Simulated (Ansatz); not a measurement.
A relaxation computed with Ansatz, from input to last step.

```yaml
crystal:
  lattice:
    - [4.71155729, 0.0, 0.0]
    - [0.0, 8.09259956, 0.0]
    - [0.0, 0.0, 8.53061019]
  atoms:
    - { symbol: Si, position: [0.14397041, 0.06295585, 0.15908057] }
    - { symbol: Si, position: [0.14397041, 0.43704415, 0.65908057] }
    - { symbol: Si, position: [0.64397041, 0.56295585, 0.84091943] }
    - { symbol: Si, position: [0.35602959, 0.43704415, 0.15908057] }
    - { symbol: Si, position: [0.85602959, 0.56295585, 0.34091943] }
    - { symbol: Si, position: [0.85602959, 0.93704415, 0.84091943] }
    - { symbol: Si, position: [0.64397041, 0.93704415, 0.34091943] }
    - { symbol: Si, position: [0.35602959, 0.06295585, 0.65908057] }
    - { symbol: O, position: [0.58830851, 0.05423892, 0.79900856] }
    - { symbol: O, position: [0.58830851, 0.44576108, 0.29900856] }
    - { symbol: O, position: [0.41169149, 0.55423892, 0.70099144] }
    - { symbol: O, position: [0.25, 0.25, 0.6393333] }
    - { symbol: O, position: [0.08830851, 0.55423892, 0.20099144] }
    - { symbol: O, position: [0.41169149, 0.94576108, 0.20099144] }
    - { symbol: O, position: [0.91169149, 0.05423892, 0.29900856] }
    - { symbol: O, position: [0.0, 0.5, 0.5] }
    - { symbol: O, position: [0.75, 0.75, 0.3606667] }
    - { symbol: O, position: [0.75, 0.75, 0.8606667] }
    - { symbol: O, position: [0.91169149, 0.44576108, 0.79900856] }
    - { symbol: O, position: [0.5, 0.5, 0.0] }
    - { symbol: O, position: [0.25, 0.25, 0.1393333] }
    - { symbol: O, position: [0.08830851, 0.94576108, 0.70099144] }
    - { symbol: O, position: [0.0, 0.0, 0.0] }
    - { symbol: O, position: [0.5, 0.0, 0.5] }
basis:
  ecutwfc: 420
kpoints:
  mp_grid: { grid: [6, 4, 4] }
hamiltonian:
  xc: lda
scf:
  occupations: { method: gaussian, width: 0.02 }
output:
  forces: true
  stress: true
  eigenvalues: true
relax:
  adjacent_minimum: "off"
  f_tol: 0.01
  max_steps: 40
```

```bash
ansatz run input.yaml --threads 4 --pin off --max-ram 10240MiB --backend cpu --events-out ev --progress --plain --runs-dir out
```

Computed with DFT LDA, scalar-relativistic, plane waves, PAW in Ansatz 0.2.0.

Of 5 frames 4 are shown, positions in Å and forces in eV/Å; the SCF threshold varies from step to step.

```xyz
24
Lattice="4.7116 0.0000 0.0000 0.0000 8.0926 0.0000 0.0000 0.0000 8.5306" Properties=species:S:1:pos:R:3:forces:R:3 pbc="T T T" step=1 free_energy_over_end_meV_per_atom=0.19
Si    0.6783    0.5095    1.3571   -0.0111   -0.0137    0.0629
Si    0.6783    3.5368    5.6224   -0.0111    0.0137    0.0629
Si    3.0341    4.5558    7.1736   -0.0111   -0.0137   -0.0629
Si    1.6775    3.5368    1.3571    0.0111    0.0137    0.0629
Si    4.0332    4.5558    2.9083    0.0111   -0.0137   -0.0629
Si    4.0332    7.5831    7.1736    0.0111    0.0137   -0.0629
Si    3.0341    7.5831    2.9083   -0.0111    0.0137   -0.0629
Si    1.6775    0.5095    5.6224    0.0111   -0.0137    0.0629
O     2.7718    0.4389    6.8160    0.0158   -0.0543   -0.0565
O     2.7718    3.6074    2.5507    0.0158    0.0543   -0.0565
O     1.9397    4.4852    5.9799   -0.0158   -0.0543    0.0565
O     1.1779    2.0231    5.4539    0.0000    0.0000    0.0287
O     0.4161    4.4852    1.7146    0.0158   -0.0543    0.0565
O     1.9397    7.6537    1.7146   -0.0158    0.0543    0.0565
O     4.2955    0.4389    2.5507   -0.0158   -0.0543   -0.0565
O     0.0000    4.0463    4.2653    0.0000    0.0000    0.0000
O     3.5337    6.0694    3.0767    0.0000    0.0000   -0.0287
O     3.5337    6.0694    7.3420    0.0000    0.0000   -0.0287
O     4.2955    3.6074    6.8160   -0.0158    0.0543   -0.0565
O     2.3558    4.0463    0.0000    0.0000    0.0000    0.0000
O     1.1779    2.0231    1.1886    0.0000    0.0000    0.0287
O     0.4161    7.6537    5.9799    0.0158    0.0543    0.0565
O     0.0000    0.0000    0.0000    0.0000    0.0000    0.0000
O     2.3558    0.0000    4.2653    0.0000    0.0000    0.0000
24
Lattice="4.7116 0.0000 0.0000 0.0000 8.0926 0.0000 0.0000 0.0000 8.5306" Properties=species:S:1:pos:R:3:forces:R:3 pbc="T T T" step=2 free_energy_over_end_meV_per_atom=0.12
Si    0.6763    0.5099    1.3580   -0.0096   -0.0057    0.0380
Si    0.6763    3.5364    5.6233   -0.0096    0.0057    0.0380
Si    3.0321    4.5562    7.1726   -0.0096   -0.0057   -0.0380
Si    1.6795    3.5364    1.3580    0.0096    0.0057    0.0380
Si    4.0353    4.5562    2.9073    0.0096   -0.0057   -0.0380
Si    4.0353    7.5827    7.1726    0.0096    0.0057   -0.0380
Si    3.0321    7.5827    2.9073   -0.0096    0.0057   -0.0380
Si    1.6795    0.5099    5.6233    0.0096   -0.0057    0.0380
O     2.7749    0.4384    6.8148    0.0073   -0.0340   -0.0494
O     2.7749    3.6079    2.5495    0.0073    0.0340   -0.0494
O     1.9366    4.4847    5.9811   -0.0073   -0.0340    0.0494
O     1.1779    2.0231    5.4558    0.0000    0.0000    0.0284
O     0.4191    4.4847    1.7158    0.0073   -0.0340    0.0494
O     1.9366    7.6542    1.7158   -0.0073    0.0340    0.0494
O     4.2924    0.4384    2.5495   -0.0073   -0.0340   -0.0494
O     0.0000    4.0463    4.2653    0.0000    0.0000    0.0000
O     3.5337    6.0694    3.0748    0.0000    0.0000   -0.0284
O     3.5337    6.0694    7.3401    0.0000    0.0000   -0.0284
O     4.2924    3.6079    6.8148   -0.0073    0.0340   -0.0494
O     2.3558    4.0463    0.0000    0.0000    0.0000    0.0000
O     1.1779    2.0231    1.1905    0.0000    0.0000    0.0284
O     0.4191    7.6542    5.9811    0.0073    0.0340    0.0494
O     0.0000    0.0000    0.0000    0.0000    0.0000    0.0000
O     2.3558    0.0000    4.2653    0.0000    0.0000    0.0000
24
Lattice="4.7116 0.0000 0.0000 0.0000 8.0926 0.0000 0.0000 0.0000 8.5306" Properties=species:S:1:pos:R:3:forces:R:3 pbc="T T T" step=3 free_energy_over_end_meV_per_atom=0.02
Si    0.6700    0.5117    1.3601    0.0389   -0.0125   -0.0216
Si    0.6700    3.5346    5.6254    0.0389    0.0125   -0.0216
Si    3.0257    4.5580    7.1705    0.0389   -0.0125    0.0216
Si    1.6858    3.5346    1.3601   -0.0389    0.0125   -0.0216
Si    4.0416    4.5580    2.9052   -0.0389   -0.0125    0.0216
Si    4.0416    7.5809    7.1705   -0.0389    0.0125    0.0216
Si    3.0257    7.5809    2.9052    0.0389    0.0125    0.0216
Si    1.6858    0.5117    5.6254   -0.0389   -0.0125   -0.0216
O     2.7842    0.4380    6.8091    0.0356   -0.0028    0.0148
O     2.7842    3.6083    2.5438    0.0356    0.0028    0.0148
O     1.9274    4.4843    5.9868   -0.0356   -0.0028   -0.0148
O     1.1779    2.0231    5.4617    0.0000    0.0000    0.0168
O     0.4284    4.4843    1.7215    0.0356   -0.0028   -0.0148
O     1.9274    7.6546    1.7215   -0.0356    0.0028   -0.0148
O     4.2832    0.4380    2.5438   -0.0356   -0.0028    0.0148
O     0.0000    4.0463    4.2653    0.0000    0.0000    0.0000
O     3.5337    6.0694    3.0689    0.0000    0.0000   -0.0168
O     3.5337    6.0694    7.3342    0.0000    0.0000   -0.0168
O     4.2832    3.6083    6.8091   -0.0356    0.0028    0.0148
O     2.3558    4.0463    0.0000    0.0000    0.0000    0.0000
O     1.1779    2.0231    1.1964    0.0000    0.0000    0.0168
O     0.4284    7.6546    5.9868    0.0356    0.0028   -0.0148
O     0.0000    0.0000    0.0000    0.0000    0.0000    0.0000
O     2.3558    0.0000    4.2653    0.0000    0.0000    0.0000
24
Lattice="4.7116 0.0000 0.0000 0.0000 8.0926 0.0000 0.0000 0.0000 8.5306" Properties=species:S:1:pos:R:3:forces:R:3 pbc="T T T" step=5 free_energy_over_end_meV_per_atom=0.00
Si    0.6695    0.5115    1.3602    0.0038    0.0028   -0.0014
Si    0.6695    3.5348    5.6255    0.0038   -0.0028   -0.0014
Si    3.0253    4.5578    7.1704    0.0038    0.0028    0.0014
Si    1.6862    3.5348    1.3602   -0.0038   -0.0028   -0.0014
Si    4.0420    4.5578    2.9051   -0.0038    0.0028    0.0014
Si    4.0420    7.5811    7.1704   -0.0038   -0.0028    0.0014
Si    3.0253    7.5811    2.9051    0.0038   -0.0028    0.0014
Si    1.6862    0.5115    5.6255   -0.0038    0.0028   -0.0014
O     2.7878    0.4401    6.8074    0.0027    0.0038    0.0008
O     2.7878    3.6062    2.5421    0.0027   -0.0038    0.0008
O     1.9237    4.4864    5.9885   -0.0027    0.0038   -0.0008
O     1.1779    2.0231    5.4652    0.0000    0.0000    0.0032
O     0.4321    4.4864    1.7232    0.0027    0.0038   -0.0008
O     1.9237    7.6525    1.7232   -0.0027   -0.0038   -0.0008
O     4.2795    0.4401    2.5421   -0.0027    0.0038    0.0008
O     0.0000    4.0463    4.2653    0.0000    0.0000    0.0000
O     3.5337    6.0694    3.0654    0.0000    0.0000   -0.0032
O     3.5337    6.0694    7.3307    0.0000    0.0000   -0.0032
O     4.2795    3.6062    6.8074   -0.0027   -0.0038    0.0008
O     2.3558    4.0463    0.0000    0.0000    0.0000    0.0000
O     1.1779    2.0231    1.1999    0.0000    0.0000    0.0032
O     0.4321    7.6525    5.9885    0.0027   -0.0038   -0.0008
O     0.0000    0.0000    0.0000    0.0000    0.0000    0.0000
O     2.3558    0.0000    4.2653    0.0000    0.0000    0.0000
```

It took 87 s on 4 threads of Oxide Virtual Turin-like Processor (Zen 5) (shared host), peak memory 1.4 GiB.